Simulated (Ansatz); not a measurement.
# Ta$_{2}$N: enthalpy against pressure

Ta$_{2}$N, P-31m, a = 5.291 Å, c = 4.930 Å. The structure is a Materials Project entry; whether it is the stable form wasn't checked. Ansatz: r2SCAN, PAW, 500 eV, Γ-centred 12×12×8 mesh on 9 atoms, Gaussian smearing 0.10 eV; no spin polarisation. Cell and atoms are relaxed at each pressure, and no other structure is tried, so the rows at high pressure may lie past a change of phase. y is the enthalpy over the state at zero pressure; there V0 = 13.281 Å³/atom. The pressures are the targets, met within 0.02 GPa.

| P (GPa) | y (eV/atom) |
| --- | --- |
| -1.0 | -0.0830 |
| 0.0 | 0.0000 |
| 1.0 | 0.0828 |
| 4.0 | 0.3294 |
| 12.0 | ? |
| 25.0 | 1.9965 |

Fit y = c1 P + c2 P² + c3 P³ to the other rows, say what c1 and c2 mean, and predict the missing value.

Least squares on the rows shown. y = 0.082889 P − 0.00013687 P² + 6.2884×10⁻⁷ P³. Since dH/dP = V, c1 is V0: 0.082889 eV/GPa × 160.2 = 13.279 Å³ against 13.281; c2 = −V0/(2B0) gives B0 = 303 GPa, where a Birch–Murnaghan fit to the volumes of the same runs (not shown) gives 302 GPa. At P = 12.0 the fit asked for gives 0.9760 eV/atom. The run gave 0.9761 eV/atom, so the fit is 0.0001 eV/atom too low, a small miss on the scale of the series.

The cell has an odd number of electrons and ran without spin polarisation, so a magnetic or disproportionated state may lie lower. Spin–orbit coupling is left out, which can shift energies with elements as heavy as these.